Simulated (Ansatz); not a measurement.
MgSe (rock salt)

```yaml
crystal:
  lattice:
    - [0.00000, 2.72489, 2.72489]
    - [2.72489, 0.00000, 2.72489]
    - [2.72489, 2.72489, 0.00000]
  atoms:
    - { symbol: Se, position: [0.00000, 0.00000, 0.00000] }
    - { symbol: Mg, position: [0.50000, 0.50000, 0.50000] }
```

Two coordinates are scanned: the volume, and the ratio of the stretch along z (the conventional c axis) to the stretch across it. Atoms keep their fractional coordinates.

All values below come from PBEsol (plane waves to 420 eV, PAW, scalar-relativistic; Ansatz, a quantum-chemistry and plane-wave program). k mesh 10×10×10 (Γ-centred), Fermi-Dirac smearing 0.05 eV. Compression counts positive. MgSe was relaxed with its symmetry unable to fall.

At one point of the scan the stress tensor (GPa) is:

```
    8.6      0.0      0.0
    0.0      8.6      0.0
    0.0      0.0     -3.1
```

Problem. Which point is it?
A) V/V₀ = 0.960, (c/a)/(c/a)₀ = 1.120
B) V/V₀ = 0.960, (c/a)/(c/a)₀ = 1.000
C) V/V₀ = 0.980, (c/a)/(c/a)₀ = 1.000
D) V/V₀ = 1.000, (c/a)/(c/a)₀ = 1.120

Solution. A, V/V₀ = 0.960, (c/a)/(c/a)₀ = 1.120

(Under strain, the slope of the energy per volume gives the stress and its curvature an elastic modulus.)
